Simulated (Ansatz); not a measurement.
LiH:
```xyz
2
Lattice="0.0000 2.0034 2.0034 2.0034 0.0000 2.0034 2.0034 2.0034 0.0000" Properties=species:S:1:pos:R:3 pbc="T T T"
Li     0.0000     0.0000     0.0000
H      2.0034     2.0034     2.0034
```

Tensor components refer to the Cartesian frame of this cell.

**Question.** Give the high-frequency dielectric tensor and the Born effective charge tensors of the independent atoms from DFPT, the program Ansatz at the PBE level (PAW).

**Answer.** 
ε∞:
```
4.38  0.00  0.00
0.00  4.38  0.00
0.00  0.00  4.38
```
Z* of atom 1 (Li), rows: field, columns: displacement, in e:
```
1.02  0.00  0.00
0.00  1.02  0.00
0.00  0.00  1.02
```
Z* of atom 2 (H), rows: field, columns: displacement, in e:
```
-1.02   0.00   0.00
 0.00  -1.02   0.00
 0.00   0.00  -1.02
```

Static charges for comparison (Bader): Li1 +0.85, H2 -0.85 e. Born charges measure polarisation by displacement and can exceed these by far.

Space group Fm-3m (rock salt). Symmetry was held in the PBE relaxation.

Potentials: the later of the program's two PAW sets.
